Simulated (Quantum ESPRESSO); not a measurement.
## Ti3Mo3SnPd (input and log of a self-consistent run)

Simulated, not a measurement. The program is pw.x of Quantum ESPRESSO 7.5 (plane-wave density functional theory). The cell is made up: eight metal atoms on a face-centred cubic lattice, with elements, volume, strain and displacements drawn at random and not relaxed, so it may be unstable or far from any real phase. PseudoDojo standard norm-conserving files set the functional (PBE unless stated); there is no spin polarisation or spin-orbit coupling, the Fermi-Dirac width of 0.25 eV means electrons at about 2900 K, and the masses in the input are unused placeholders. The tin pseudopotential is less sure than most, with forces differing by about three percent from a second method on plain tin. A spin test at this wide smearing found no moment, but such smearing suppresses magnetism that the real alloy may have.

Input:

```
&control calculation='scf', pseudo_dir='./dojo.nc.sr.pbe.v0_5.standard.upf', outdir='./o', disk_io='minimal', tprnfor=.true., tstress=.true. /
&system ibrav=0, nat=8, ntyp=4, nbnd=72, ecutwfc=84.00895049, nosym=.true., tot_charge=0,
 occupations='smearing', smearing='fd', degauss=0.0183746611
/
&electrons conv_thr=1.470e-08, electron_maxstep=70, mixing_beta=0.5 /
ATOMIC_SPECIES
Mo 1.0 Mo.upf
Pd 1.0 Pd.upf
Sn 1.0 Sn.upf
Ti 1.0 Ti.upf
CELL_PARAMETERS angstrom
-0.0471 4.1281 0.0369
-4.1496 0.0102 -4.0541
-4.1197 0.084 4.0243
ATOMIC_POSITIONS angstrom
Ti 0.0152 0.0036 -0.0004
Mo -2.0756 0.0568 1.9721
Sn -2.0271 -0.0107 -2.0089
Pd -4.1371 0.1068 0.0225
Mo -2.0772 2.0482 -0.0725
Ti -4.1524 2.1197 2.0757
Ti -4.1349 2.1328 -1.9667
Mo -6.2665 2.2315 -0.0144
K_POINTS automatic
6 4 4 1 1 1
```

The log is shortened where brackets say so; the opening notice, blank lines, dates and the lines on written files are dropped, and the path of the files is cut. It prints rydbergs, bohrs and kilobars, and counts compression as positive stress. Its total energy is the free energy E - TS of the whole cell.

```
     Program PWSCF v.7.5
     Parallel version (MPI & OpenMP), running on       4 processor cores
     Number of MPI processes:                 4
     Threads/MPI process:                     1
     [start-up lines left out]
     bravais-lattice index     =            0
     lattice parameter (alat)  =       7.8018  a.u.
     unit-cell volume          =     930.2783 (a.u.)^3
     number of atoms/cell      =            8
     number of atomic types    =            4
     number of electrons       =       110.00
     number of Kohn-Sham states=           72
     kinetic-energy cutoff     =      84.0090  Ry
     charge density cutoff     =     336.0358  Ry
     scf convergence threshold =      1.5E-08
     mixing beta               =       0.5000
     number of iterations used =            8  plain     mixing
     Exchange-correlation= PBE
                           (   1   4   3   4   0   0   0)
     [axes and pseudopotential details left out]
   Cartesian axes
     site n.     atom                  positions (alat units)
         1        Ti     tau(   1) = (   0.0036817   0.0008720  -0.0000969  )
         2        Mo     tau(   2) = (  -0.5027451   0.0137579   0.4776757  )
         3        Sn     tau(   3) = (  -0.4909976  -0.0025917  -0.4865892  )
         4        Pd     tau(   4) = (  -1.0020749   0.0258687   0.0054499  )
         5        Mo     tau(   5) = (  -0.5031326   0.4961084  -0.0175607  )
         6        Ti     tau(   6) = (  -1.0057808   0.5134269   0.5027693  )
         7        Ti     tau(   7) = (  -1.0015421   0.5165999  -0.4763677  )
         8        Mo     tau(   8) = (  -1.5178513   0.5405067  -0.0034879  )
     number of k points=    48  Fermi-Dirac smearing, width (Ry)=  0.0184
                       cart. coord. in units 2pi/alat
        k(    1) = (  -0.1238807   0.0819312  -0.0002900), wk =   0.0416667
        k(    2) = (  -0.2491873   0.0793551   0.1279619), wk =   0.0416667
     [further k points left out]
     Dense  grid:    96801 G-vectors     FFT dimensions: (  45,  64,  64)
     Estimated max dynamical RAM per process >     321.25 MB
     Estimated total dynamical RAM >       1.19 GB
     Initial potential from superposition of free atoms
     starting charge     109.9892, renormalised to     110.0000
     Starting wfcs are   78 randomized atomic wfcs
     total cpu time spent up to now is       11.0 secs
     per-process dynamical memory:   245.4 Mb
     Self-consistent Calculation
     iteration #  1     ecut=    84.01 Ry     beta= 0.50
     Davidson diagonalization with overlap
     ethr =  1.00E-02,  avg # of iterations =  2.4
     total cpu time spent up to now is       33.0 secs
     total energy              =   -1195.48624796 Ry
     estimated scf accuracy    <      16.73025376 Ry
     iteration #  2     ecut=    84.01 Ry     beta= 0.50
     Davidson diagonalization with overlap
     ethr =  1.00E-02,  avg # of iterations =  3.6
     total cpu time spent up to now is       60.7 secs
     total energy              =   -1204.30075825 Ry
     estimated scf accuracy    <      51.96650053 Ry
     iteration #  3     ecut=    84.01 Ry     beta= 0.50
     Davidson diagonalization with overlap
     ethr =  1.00E-02,  avg # of iterations =  2.9
     total cpu time spent up to now is       83.0 secs
     total energy              =   -1206.59047012 Ry
     estimated scf accuracy    <       8.92763977 Ry
     iteration #  4     ecut=    84.01 Ry     beta= 0.50
     Davidson diagonalization with overlap
     ethr =  8.12E-03,  avg # of iterations =  2.2
     total cpu time spent up to now is      101.9 secs
     total energy              =   -1206.50197348 Ry
     estimated scf accuracy    <       5.27155548 Ry
     iteration #  5     ecut=    84.01 Ry     beta= 0.50
     Davidson diagonalization with overlap
     ethr =  4.79E-03,  avg # of iterations =  3.7
     total cpu time spent up to now is      121.8 secs
     total energy              =   -1206.43942679 Ry
     estimated scf accuracy    <       2.70709327 Ry
     [iterations 6 to 17 left out]
     iteration # 18     ecut=    84.01 Ry     beta= 0.50
     Davidson diagonalization with overlap
     ethr =  2.54E-09,  avg # of iterations =  3.1
     total cpu time spent up to now is      402.9 secs
     total energy              =   -1206.45499908 Ry
     estimated scf accuracy    <       0.00000628 Ry
     iteration # 19     ecut=    84.01 Ry     beta= 0.50
     Davidson diagonalization with overlap
     ethr =  2.54E-09,  avg # of iterations =  1.7
     total cpu time spent up to now is      421.1 secs
     total energy              =   -1206.45499941 Ry
     estimated scf accuracy    <       0.00000092 Ry
     iteration # 20     ecut=    84.01 Ry     beta= 0.50
     Davidson diagonalization with overlap
     ethr =  8.32E-10,  avg # of iterations =  2.7
     total cpu time spent up to now is      442.8 secs
     total energy              =   -1206.45499942 Ry
     estimated scf accuracy    <       0.00000145 Ry
     iteration # 21     ecut=    84.01 Ry     beta= 0.50
     Davidson diagonalization with overlap
     ethr =  8.32E-10,  avg # of iterations =  1.1
     total cpu time spent up to now is      460.2 secs
     total energy              =   -1206.45499952 Ry
     estimated scf accuracy    <       0.00000004 Ry
     iteration # 22     ecut=    84.01 Ry     beta= 0.50
     Davidson diagonalization with overlap
     ethr =  3.52E-11,  avg # of iterations =  5.6
     total cpu time spent up to now is      484.8 secs
     End of self-consistent calculation
     [lines on levels left out]
!    total energy              =   -1206.45499952 Ry
     estimated scf accuracy    <          3.6E-09 Ry
     smearing contrib. (-TS)   =      -0.14479542 Ry
     internal energy E=F+TS    =   -1206.31020410 Ry
     The total energy is F=E-TS. E is the sum of the following terms:
     one-electron contribution =    -326.63199748 Ry
     hartree contribution      =     221.78462272 Ry
     xc contribution           =    -200.61081668 Ry
     ewald contribution        =    -900.85201267 Ry
     convergence has been achieved in  22 iterations
     Forces acting on atoms (cartesian axes, Ry/au):
     atom    1 type  4   force =     0.00075542    0.00338299    0.01262499
     atom    2 type  1   force =     0.01206115   -0.00136469    0.00733895
     atom    3 type  3   force =    -0.01324852    0.01486573   -0.01557061
     atom    4 type  2   force =    -0.00553553   -0.00645361   -0.00790413
     atom    5 type  1   force =     0.00973709    0.00783389    0.06192388
     atom    6 type  4   force =     0.02875735    0.00805571   -0.03182696
     atom    7 type  4   force =    -0.03521331   -0.01070228    0.00288184
     atom    8 type  1   force =     0.00268637   -0.01561773   -0.02946797
     Total force =     0.097592     Total SCF correction =     0.000118
     Computing stress (Cartesian axis) and pressure
          total   stress  (Ry/bohr**3)                   (kbar)     P=      -32.90
  -0.00018175   0.00012652   0.00019785          -26.74       18.61       29.11
   0.00012652  -0.00014993   0.00001347           18.61      -22.06        1.98
   0.00019785   0.00001347  -0.00033920           29.11        1.98      -49.90
     init_run     :      8.42s CPU      9.99s WALL (       1 calls)
     electrons    :    447.70s CPU    473.80s WALL (       1 calls)
     forces       :      3.22s CPU      3.23s WALL (       1 calls)
     stress       :     11.15s CPU     11.15s WALL (       1 calls)
     [timing details left out]
     PWSCF        :   7m51.50s CPU   8m19.29s WALL
     JOB DONE.
```

In other units: free energy -16414.656 eV for the cell, pressure -3.29 GPa, largest force component 1.592 eV/Å in size. The run took 502 s of wall time with four MPI processes on a shared machine (Intel Xeon, 2023 or later, virtual cores), so the time is rough. A rerun of this cell at a higher cutoff and on a denser mesh moved values by no more than 0.002 eV in energy, 0.02 GPa in stress and 0.005 eV/Å in force, and a second program with other atomic files agreed on that cell to 2 % rms in force and 0.5 GPa in pressure.